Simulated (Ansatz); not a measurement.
Consider the following.

GaN:
```
CELL_PARAMETERS angstrom
      0.00000     2.22769     2.22769
      2.22769     0.00000     2.22769
      2.22769     2.22769     0.00000
ATOMIC_POSITIONS crystal
  N  0.75000 0.75000 0.75000
  Ga 0.00000 0.00000 0.00000
```

This is the LDA-relaxed structure.

**Question.** All from DFT-LDA in the program Ansatz with PAW potentials, unless another level is named. Predict the Poisson's ratio.

**Answer.** 0.27.

**Question.** Next, the vibrational entropy at 300 K?

**Answer.** 16.1 J/(K·mol of atoms).

**Question.** Give the elastic constants (relaxed ions, GPa).

**Answer.** C11 = 289, C12 = 159, C44 = 161.

Space group F-43m (zinc blende). The LDA relaxation kept the symmetry of its start; phonons on a q-mesh show no instability.

Potentials: the later of the program's two PAW sets.
